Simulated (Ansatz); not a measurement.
## One run on FeI2 (P-3m1): total moment held at 3.6 μB

Method: DFT, PBEsol, all-electron LAPW, scalar-relativistic (Ansatz).

Command: `ansatz run input.yaml --threads 2 --pin off --max-ram 6144MiB --backend cpu --events-out ev --progress --plain --runs-dir out`

```yaml
crystal:
  lattice:
    - [4.04, 0.0, 0.0]
    - [-2.02, 3.4987426313, 0.0]
    - [0.0, 0.0, 6.75]
  atoms:
    - { symbol: Fe, position: [0.0, 0.0, 0.0], spin: 3.18 }
    - { symbol: I, position: [0.3333333333, 0.6666666667, 0.25], spin: 0.21 }
    - { symbol: I, position: [0.6666666667, 0.3333333333, 0.75], spin: 0.21 }
magnetization:
  spin_polarized: true
  initial_magnetization: 3.6
  spin_locking: { lock_magnetization: hard }
kpoints:
  mp_grid: { grid: [8, 8, 5] }
scf:
  occupations: { method: fermi_dirac, width: 0.05 }
  lower_state_search: "off"
hamiltonian:
  xc: pbesol
  pseudopotentials: { kind: all_electron, lapw: { basis_error: 0.001 } }
output:
  forces: true
  stress: true
  eigenvalues: false
```

Output:

```
settings of this run that can trade accuracy for cost: output.eigenvalues: false. Do not mix this run's numbers with those of runs without the same settings; the input reference describes each key
LAPW: plane waves up to 7.610 Å⁻¹, error target 1.0e-3 eV per atom; small_component_spin mean_spin; Fe in spheres of 1.430 Å, 16 of its electrons in bands, Dirac shells []; I in spheres of 1.449 Å, 25 of its electrons in bands, Dirac shells [] (how accurate: hamiltonian.pseudopotentials.lapw.basis_error, Limitations)
Engine: ansatz 0.2.0
Pseudopotentials: kind: all_electron
Pseudopotential: Fe, LAPW, valence charge 16, lapw/all_electron/scalar/gaussian/Fe, Koelling and Harmon's equation, gaussian nucleus
Pseudopotential: I, LAPW, valence charge 25, lapw/all_electron/scalar/gaussian/I, Koelling and Harmon's equation, gaussian nucleus
Functional definition: PBEsol
  exchange = pbesol_x
  correlation = pbesol_c
Crystal: 3 atoms, lattice volume = 95.411 Å³
Basis set: ecut = 220.6229831303622 eV, 701 PW (Γ), exchange–correlation at level 2
Bands: 42, of which v1, the nominal top of the filled ones, is band 33 counted from 1 (32 counted from 0)
Symmetry: 12 space group operations
Space group: P-3m1 (ITA 164), of the structure as read, at distance tolerance 4.6e-5 Å
Magnetic group: BNS 164.85 (UNI 1315), of the structure as read, at distance tolerance 4.6e-5 Å
k-points: 40 of 320
Non-local potential: Fe, projectors of the file, none
Non-local potential: I, projectors of the file, none
Initial density: superposition of atomic densities (chi_scale 0.1, normalization cell, long waves kept (reshape's long-wave potential 0.16 eV rms))
Starting moments: Σ|m| = 3.6 μB on 3 of 3 sites
Initial wavefunctions: plane waves of lowest kinetic energy (no species holds an atomic orbital)
Functional: x = pbesol(κ = 0.804, μ = 0.12345679012345678), c = pbesol(β = 0.046)
iter 1 solved again at ethr=2.82e-3 eV; its pass at ethr=1.00e-1 eV (dr2=1.86e0 eV) is discarded
SCF iter   1: F=—  HF=-421725.352334 eV  |F-HF|=—  |Δ(HF+E_count)|=         —  Δρ=1.50e-2 (↑7.22e-3 ↓1.50e-2)  dr2=1.86e0  dr2_m=1.60e-2  M=3.600 μB ∫|m|=3.603 μB  β_m=0.30  ethr=2.82e-3  ⟨swp⟩=2.0  Hψ=21408  notcnv=0
preconditioner: auto → Kerker (q_TF=auto, 2.566 Å⁻¹)  [metal: Δε(μ)=0.025 eV  Ē_g=10.616 eV  σ=0.050 eV  W_gap=0.12  n_scr=22 (ndim 8)  ℏωp=17.8 eV  f_vac=0.126  D(μ)=6.28/eV (n_scr^D=66)]
[...]
the basis was enlarged: its passes take 694.0 KiB over the memory plan, 2 of 2 planned eigensolver slots
[...]
Per-site moments (μB) at R_I (Å): [(3.326023750119294, 1.4296467737694099), (0.0953683647064878, 1.4492747840961278), (0.0953683647064878, 1.4492747840961278)]
Free energy (F): -421724.942835 eV
Harris-Foulkes:  -421724.942835 eV  (|F-HF|=1.28e-9)
Internal energy: -421724.902378 eV  (E = F + TS)
E sigma→0 (E₀):  -421724.922607 eV
Entropy (-TS):   -0.040457 eV (-13.486 meV/atom)
Fermi energy:    8.714792 (↑ 8.336911, ↓ 9.092674) eV
--- Per-component energies (eV) ---
  E_band       = -3074.571135
  E_kinetic    = 444752.261878
  E_xc         = -11206.344427
  E_electrostatic = -855270.819829  (all electrons and nuclei)
  E_smearing   = -0.040457  (= −TS)
  E_closure    = 0.000000  (closes the sum)
  E_atoms      = -421711.803045  (free atoms, spherical and without spin; not in F)
  Σ components = -421724.942835   (vs F -421724.942835, Δ=0.00e0)
  Basis errors (estimates in eV, not in F): energy 4.7e-4 per atom: plane waves 4.2e-4 (2.3e-4 summed), levels above the bands 1.8e-70, relativity 9.1e-9, radial functions 5.0e-5, core shells 9.3e-10; eigenvalues (radial functions only) 1.5e-6; not estimated: angular momenta, meshes, grids; target (lapw.basis_error) 1.0e-3; muffin-tin radii Fe 1.430 Å, I 1.449 Å
--- Forces (eV/Å), atoms counted from 1 ---
  atom   1  Fe    -0.00000000    -0.00000000     0.00000000
  atom   2  I     -0.00000000    -0.00000000    -0.83185307
  atom   3  I      0.00000000     0.00000000     0.83185307
  max |Σ_I F_I| component: 2.22e-16 eV/Å
--- Stress (GPa, compression-positive) ---
       -4.311034      -0.000000      -0.000000
        0.000000      -4.311034      -0.000000
       -0.000000      -0.000000      -4.323542
  P = ⅓ Tr σ = -4.3152 GPa (-43.152 kbar)
settings of this run that can trade accuracy for cost: output.eigenvalues: false. Do not mix this run's numbers with those of runs without the same settings; the input reference describes each key
```

Site moments (μB): Fe1 3.33, I2 0.10, I3 0.10. Cell moment 3.60 μB.

The magnetic group in the log treats spin as a scalar label, without spin–orbit coupling.

The Ansatz runs typed with the search for lower states off end where their start leads. Spin–orbit coupling is left out although heavy atoms are present. None of this fixes the real material's magnetic order: only patterns that fit the cell were computed, at zero temperature, with a functional that can overstate moments.

It took 38 s on 2 threads of Arm Neoverse V2, with other jobs on the host, peak memory 0.59 GiB.
